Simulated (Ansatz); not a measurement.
The relaxed structure here is a generated cell of SiS2: the first start was made by placing the elements on the sites of a structure type, and the end was not matched to a known phase here, so it may be hypothetical.

One stationary structure of SiS2. The numbers are results of r2SCAN (plane waves to 500 eV, PAW, scalar-relativistic; Ansatz, an electronic-structure program), not measurements.

```xyz
6
Lattice="5.3679 0.0000 0.0000 0.0000 5.8385 0.0000 0.0000 0.0000 3.2923" Properties=species:S:1:pos:R:3 pbc="T T T"
Si     2.6840     2.9193     1.6462
Si     0.0000     0.0000     0.0000
S      4.1409     4.9617     1.6462
S      1.4569     3.7961     0.0000
S      3.9110     2.0425     0.0000
S      1.2270     0.8768     1.6462
```

Find the space group and the Wyckoff positions (tolerance 0.01 Å).

Space group Pnnm (No. 58); a = 5.3679 Å, b = 5.8385 Å, c = 3.2923 Å, α = 90.00°, β = 90.00°, γ = 90.00°

```
atom  site  symmetry       x       y       z
----  ----  --------  ------  ------  ------
Si      2a     ..2/m  0.0000  0.0000  0.0000
S       4g       ..m  0.2286  0.1502  0.5000
```

This is the AFLOW prototype AB2_oP6_58_a_g (as in Fe2C).

Give the shortest distances between elements (the closest pairs, up to four, under 3.6 Å).

S–Si 2.23 Å; S–S 3.02 Å; Si–Si 3.29 Å.

The volume per atom is 17.20 Å³ and the band gap is 1.06 eV, indirect (valence top at or next to Γ, conduction bottom at k = (0, 0, 0.4)) (no spin-orbit coupling). The smallest direct gap is 1.42 eV at Γ.

No spin polarisation in the result.

The run could not lower the symmetry of its start; a shaken copy of this end point relaxes with r2SCAN to I-42d (No. 122), 0.344 eV/atom lower.
